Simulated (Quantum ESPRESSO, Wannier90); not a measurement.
## Tight-binding from DFT: GeSe (rock salt)

Materials Project entry mp-10759; symmetrised, unrelaxed at this level. Not found in the COD (Crystallography Open Database) copy used, which has the formula in other groups; not checked further. Computed values, not measurements, from PBEsol: Quantum ESPRESSO (norm-conserving PseudoDojo potentials, cutoff 69 Ry, no spin polarisation, no spin-orbit coupling) on a Γ-centred 10×10×10 mesh, then Wannier90. Density: 10×10×10 mesh, cold smearing 0.01 Ry. Spin-orbit coupling, left out, would split the p-like bands by a few tenths of an eV. The gap is small at this level and was sampled on the meshes and a path alone.

```
begin unit_cell_cart
ang
    0.0000000000    2.8084550000    2.8084550000
    2.8084550000    0.0000000000    2.8084550000
    2.8084550000    2.8084550000    0.0000000000
end unit_cell_cart
mp_grid = 10 10 10
```

Task: Which shells of neighbouring k-points and which b-vectors and weights does Wannier90 pick for this cell and mesh?

Result: 
```
 *---------------------------------- K-MESH ----------------------------------*
 +----------------------------------------------------------------------------+
 |                    Distance to Nearest-Neighbour Shells                    |
 |                    ------------------------------------                    |
 |          Shell             Distance (Ang^-1)          Multiplicity         |
 |          -----             -----------------          ------------         |
 |             1                   0.193751                      8            |
 |             2                   0.223724                      6            |
 |             3                   0.316393                     12            |
 |             4                   0.371004                     24            |
 |             5                   0.387501                      8            |
 |             6                   0.447448                      6            |
 |             7                   0.487595                     24            |
 |             8                   0.500262                     24            |
       ... (lines left out)
 +----------------------------------------------------------------------------+
 | The b-vectors are chosen automatically                                     |
 | The following shells are used:                       1                     |
 +----------------------------------------------------------------------------+
 |                        Shell   # Nearest-Neighbours                        |
 |                        -----   --------------------                        |
 |                          1               8                                 |
 +----------------------------------------------------------------------------+
 | Completeness relation is fully satisfied [Eq. (B1), PRB 56, 12847 (1997)]  |
 +----------------------------------------------------------------------------+
 |                  b_k Vectors (Ang^-1) and Weights (Ang^2)                  |
 |                  ----------------------------------------                  |
 |            No.         b_k(x)      b_k(y)      b_k(z)        w_b           |
 |            ---        --------------------------------     --------        |
 |             1         0.111862    0.111862   -0.111862     9.989533        |
 |             2         0.111862   -0.111862    0.111862     9.989533        |
 |             3        -0.111862    0.111862    0.111862     9.989533        |
 |             4         0.111862    0.111862    0.111862     9.989533        |
 |             5        -0.111862   -0.111862    0.111862     9.989533        |
 |             6        -0.111862    0.111862   -0.111862     9.989533        |
 |             7         0.111862   -0.111862   -0.111862     9.989533        |
 |             8        -0.111862   -0.111862   -0.111862     9.989533        |
```
